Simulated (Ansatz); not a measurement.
OsC:
```
OsC
1.0
    2.69012     0.00000     0.00000
    0.00000     2.69012     0.00000
    0.00000     0.00000     2.69012
Os C
1 1
Direct
  0.00000   0.00000   0.00000
  0.50000   0.50000   0.50000
```

Relaxed with PBE. Special points in fractions of this cell's reciprocal vectors: Γ (0.000, 0.000, 0.000); X (0.000, 0.500, 0.000); M (0.500, 0.500, 0.000); R (0.500, 0.500, 0.500).

**Question.** List the band energies nearest the Fermi level at these points for PBE with spin–orbit coupling (plane waves, PAW; program Ansatz).

**Answer.** In eV from the Fermi level; about four levels below and three above (degenerate sets whole), none deeper than 8.9 eV; points with the same levels are listed once.

| k | below | above |
|---|---|---|
| Γ | -0.38 -0.38 -0.38 -0.38 | 0.03 0.03 0.03 0.03 |
| X | -4.80 -4.80 -4.49 -4.49 | 0.68 0.68 2.12 2.12 |
| M | -2.26 -2.26 -1.92 -1.92 | 0.84 0.84 1.46 1.46 |
| R | -8.51 -8.51 | 2.63 2.63 2.63 2.63 |

Space group Pm-3m (CsCl type). A made-up cell: these elements were put on the sites of a structure type; neither database checked (COD, Materials Project) lists it. Its standing as an ambient phase is unchecked. Symmetry was held in the PBE relaxation; its stability against distortions is not shown here. The run is not spin-polarised.

Potentials: the earlier of the program's two PAW sets.
